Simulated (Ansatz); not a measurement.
MgSe:
```cif
data_Mg4Se4
_chemical_formula_sum 'Se4 Mg4'
_space_group_name_H-M_alt 'Fm-3m'
_space_group_IT_number 225
_space_group_name_Hall '-F 4 2 3'
_cell_length_a 5.47223
_cell_length_b 5.47223
_cell_length_c 5.47223
_cell_angle_alpha 90.000
_cell_angle_beta 90.000
_cell_angle_gamma 90.000
loop_
_atom_site_label
_atom_site_type_symbol
_atom_site_symmetry_multiplicity
_atom_site_Wyckoff_symbol
_atom_site_fract_x
_atom_site_fract_y
_atom_site_fract_z
_atom_site_occupancy
Se1 Se 4 a 0.00000 0.00000 0.00000 1
Mg1 Mg 4 b 0.50000 0.50000 0.50000 1
```
(The calculation used a cell of 2 atoms; values per cell refer to that cell.)

Relaxed with r²SCAN. r²SCAN in the plane-wave PAW code Ansatz gives a gap of 2.48 eV.

Q: What gap does HSE06 give on the same cell (Ansatz, PAW)?

A: 2.66 eV, 0.18 eV more. The hybrid was solved on a coarser mesh and at special points; its gap is the smallest among all of these.

| k | v1 r²SCAN | c1 r²SCAN | v1 HSE06 | c1 HSE06 |
|---|---|---|---|---|
| Γ | 0.00 | 3.44 | (withheld) | (withheld) |
| X | -1.79 | 2.48 | -1.92 | 2.66 |
| L | -0.60 | 4.52 | (withheld) | (withheld) |
| W | -2.47 | 5.15 | (withheld) | (withheld) |
| K | -1.44 | 3.69 | (withheld) | (withheld) |

Q: Top valence (v1) and lowest conduction level (c1) in eV from each method's valence maximum (which need not be a listed point): supply the withheld HSE06 values.

A: 
- L, v1 HSE06: -0.63
- L, c1 HSE06: 4.72
- W, v1 HSE06: -2.67
- W, c1 HSE06: 5.49
- Γ, v1 HSE06: 0.00
- Γ, c1 HSE06: 3.53
- K, v1 HSE06: -1.54
- K, c1 HSE06: 3.93

Cost on shared cores: the r²SCAN run (SCF on a 9×9×9 mesh, then bands and DOS) very roughly 17 core-seconds, the HSE06 run (SCF on 7×7×7, then a few points) about 2.5 core-minutes (a rough figure); the tasks are unlike.

Symmetry was held in the r²SCAN relaxation. Spin–orbit coupling is left out wherever it is not named.

Potentials: the later of the program's two PAW sets.
